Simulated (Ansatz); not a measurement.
With r²SCAN in the plane-wave PAW code Ansatz, ZnInGaO$_{4}$ in the trigonal phase (R3m; Pearson symbol hR7) relaxes to a = 3.310 Å, c = 25.766 Å. In has 6 nearest neighbours from 2.19 Å (octahedral); Ga has 5 nearest neighbours from 1.91 Å (trigonal bipyramidal); O on 3a has 4 nearest neighbours from 1.97 Å (tetrahedral). Against the elements it lies at -1.85 eV/atom, with no fitted shifts.

The Kohn–Sham gap is 1.77 eV (direct). The valence maximum lies at Γ and the conduction minimum at Γ. The screened hybrid HSE06 puts the gap at 3.01 eV. Gap from r²SCAN with spin–orbit coupling: 1.74 eV. Electrons at the band edge weigh 0.22 mₑ (isotropic).

An equation-of-state fit gives a bulk modulus of 180 GPa. Bader charges are In +1.96, Ga +1.98, Zn +1.31, O -1.34 to -1.30 e.

Symmetry was held in the r²SCAN relaxation. The references are the lowest solids computed at this level, not always the standard phases (solids in place of the gases). Scalar-relativistic: spin–orbit coupling is off unless named, which matters more the heavier the elements.

Potentials: the later of the program's two PAW sets.
